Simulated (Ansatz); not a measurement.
ZrSe₂ in space group Pnnm (No. 58; Zr on 2a, Se on 4g) at seven volumes, the program Ansatz at the PBE level (PAW), shape and atoms relaxed at each. One row is withheld.

```tsv
V (Å³/atom)	P (GPa)
23.660	5.81
24.440	?
25.220	1.55
26.000	0.00
26.780	-1.19
27.560	-2.07
28.340	-2.91
```

### Question
Fit the shown pressures and predict the withheld one.

### Answer
P = (3/2)B₀(x^(7/2) − x^(5/2))[1 + (3/4)(B′ − 4)(x − 1)] with x = (V₀/V)^(2/3). Least squares on the six rows gives V₀ = 26.015 Å³/atom, B₀ = 44.8 GPa, B′ = 6.64. At V = 24.440, x = 1.0425 and P = 3.44 GPa. The run itself gave 3.45 GPa.

The cell is a constructed one: a structure type filled with these elements; neither database checked (COD, Materials Project) lists it. COD files the formula under space group No. 164, so this cell is another polymorph or a model. Whether it is the stable phase at ambient conditions was not checked. The PBE relaxation kept the symmetry of its start; whether a distortion lowers the energy is not shown. No spin polarisation was allowed.

Potentials: the later of the program's two PAW sets.
